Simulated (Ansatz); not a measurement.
GaSb in space group P-6m2 (No. 187; Ga on 1a, Sb on 1f), plane-wave PAW r²SCAN (Ansatz code), all energies at zero smearing, with the estimated change up to a 700 eV cutoff added, with one set of potentials and settings (totals compare only within such a set). Cell of 2 atoms (1 Ga, 1 Sb): -10289.178 eV.

```csv
element,reference phase,E (eV/atom)
Ga,"Cmce, 4 atoms in the cell",-3790.2722
Sb,"R-3m, 2 atoms in the cell",-6499.1983
```

Formation energy per atom, worked out: (-10289.178 − 1×(-3790.2722) − 1×(-6499.1983))/2 = 0.146 eV/atom (14 kJ per mol of atoms), at 0 K, without zero-point energy or fitted corrections.

The cell is a constructed one: a structure type filled with these elements; neither database checked (COD, Materials Project) lists it. It is not the phase usual at ambient conditions (space group No. 216). The r²SCAN relaxation kept the symmetry of its start; whether a distortion lowers the energy is not shown. The references are the lowest solids computed at this level, not always the standard phases. Spin–orbit coupling is left out wherever it is not named.

Potentials: the earlier of the program's two PAW sets.
